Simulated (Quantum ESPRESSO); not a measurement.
## Calculated data, Zn4Se2SO (made-up cell)

Calculation on a made-up crystal cell, not a measurement: periodic Kohn-Sham density functional theory in plane waves with PseudoDojo standard norm-conserving scalar-relativistic pseudopotentials, each functional with its own files (v0.5 for PBE, v0.4.1 for LDA and PBEsol), no spin polarisation, no spin-orbit coupling, atoms not relaxed, stress positive in tension, energies less a fixed whole-eV offset for each atom's element; levels are Kohn-Sham levels at fractions of this cell's reciprocal vectors, counted from the reference band (half the neutral cell's valence electrons, rounded up) at Gamma; error bars cover cutoff and k-mesh only, not smearing or the files; added strain carries the atoms with the cell, and shear is the tensor component; each bar is the largest change over components, and at least 0.002 eV, 0.002 eV per angstrom or 0.02 GPa; energies are for the whole cell, and the offsets were chosen from early runs and are not element reference energies. Program: Quantum ESPRESSO 7.5.

Entry: Zn4Se2SO (made-up cell)

```
Zn4Se2SO
1.0
      3.8011     0.0128     0.0379
      0.0222     6.7629     0.0252
      0.0620     0.0238     6.2817
Zn Se O S Se
4 1 1 1 1
Direct
  0.01155 -0.00617 0.01981
  0.50975 0.51971 -0.00728
  0.51032 0.16787 0.49514
  -0.02683 0.67224 0.49279
  -0.00335 -0.00579 0.39110
  0.49316 0.49150 0.37009
  0.50862 0.16736 0.85584
  0.00856 0.67850 0.87116
```

- lattice type: wurtzite
- functional: pbe
- cutoff: 1170 eV
- fermi dirac smearing: 0.025 eV
- scf tolerance: 1e-07 eV
- electrons removed: 0
- k mesh: 5 x 4 x 4, shifted by half a step
- pressure: 1.742 GPa
- stress xx: -2.824 GPa
- stress yy: -0.5709 GPa
- stress zz: -1.83 GPa
- stress yz: -0.09546 GPa
- stress xz: 1.012 GPa
- stress xy: 0.8984 GPa
- error bar stress: 0.09437 GPa
- error bar force: 0.002383 eV/Å
- error bars from: tighter rerun of a related cell

Atoms:
```
atoms element  atom site
           Zn          1
           Zn          2
           Zn          3
           Zn          4
           Se          5
            O          6
            S          7
           Se          8
```

Forces:
```
site   x (eV/Å)  y (eV/Å)   z (eV/Å)
   1   -0.03399     1.425     -1.101
   2    -0.1569     -1.78      1.749
   3    -0.7308     2.294   -0.03206
   4    -0.1464     -2.88    -0.9805
   5     0.7631    0.5398    -0.9289
   6     0.2022    0.2822  0.0001658
   7  -0.003784    0.4127      1.481
   8     0.1066   -0.2936    -0.1878
```
